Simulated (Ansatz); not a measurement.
Relaxed-ion elastic tensor of Re (diamond, Fd-3m) in GPa (Voigt order), PBEsol (plane waves, PAW; program Ansatz); density 14.13 g/cm³, 21.88 Å³ per atom.

```
  210    182    182    0.0    0.0    0.0
  182    210    182    0.0    0.0    0.0
  182    182    210    0.0    0.0    0.0
  0.0    0.0    0.0  -62.2    0.0    0.0
  0.0    0.0    0.0    0.0  -62.2    0.0
  0.0    0.0    0.0    0.0    0.0  -62.2
```

Question: Is the crystal mechanically stable?

Answer: No: the smallest eigenvalue of C is -62.2 GPa.

The start of the workflow was typed in or built on a structure type; neither database checked (COD, Materials Project) lists it. It is not the phase usual at ambient conditions (space group No. 194). The cell was relaxed with PBEsol under the symmetry of its start. At this level the phase is mechanically unstable. No spin polarisation was allowed. As this level gives no gap, shear constants depend on the k-mesh and smearing (Fermi–Dirac, 0.1 eV here). Spin–orbit coupling is left out wherever it is not named.

Potentials: the later of the program's two PAW sets.
